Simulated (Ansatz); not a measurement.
SrAlO$_{2}$F:
```xyz
5
Lattice="3.7758 0.0000 0.0000 0.0000 3.7758 0.0000 0.0000 0.0000 3.8124" Properties=species:S:1:pos:R:3 pbc="T T T"
Sr     1.8879     1.8879     1.9062
Al     0.0000     0.0000     0.0000
O      1.8879     0.0000     0.0000
O      0.0000     1.8879     0.0000
F      0.0000     0.0000     1.9062
```

Relaxed with PBEsol. Special points in fractions of this cell's reciprocal vectors: Γ (0.000, 0.000, 0.000); X (0.000, 0.500, 0.000); M (0.500, 0.500, 0.000); Z (0.000, 0.000, 0.500); R (0.000, 0.500, 0.500); A (0.500, 0.500, 0.500).

Question: List the band energies nearest the valence-band maximum at these points for PBEsol (plane waves, PAW; program Ansatz).

Answer: In eV from the valence-band maximum; about four levels below and three above (degenerate sets whole), none deeper than 8.9 eV; points with the same levels are listed once.

```csv
k,below,above
Γ,-1.92 -1.60 -0.89 -0.89,3.53 4.18 5.13
X,-2.67 -2.39 -2.20 -1.95,5.58 7.23 7.42
M,-2.94 -2.94 -2.13 -0.12,6.36 7.84 9.08 9.08
Z,-3.76 -2.71 -1.27 -1.27,6.19 6.54 7.22
R,-2.66 -2.30 -2.23 -1.87,7.02 7.26 7.54
A,-2.10 -1.74 -1.74 0.00,4.40 6.15 6.15
```

Space group P4/mmm. The start of the workflow was typed in or built on a structure type; neither database checked (COD, Materials Project) lists it. Whether it is the stable phase at ambient conditions was not checked. The PBEsol relaxation kept the symmetry of its start; its stability against distortions is not shown here. Spin–orbit coupling is left out wherever it is not named.

Potentials: the earlier of the program's two PAW sets. The files were generated under PBE; for other functionals the program regenerates the frozen cores, and for LDA and PBEsol the local potential too.
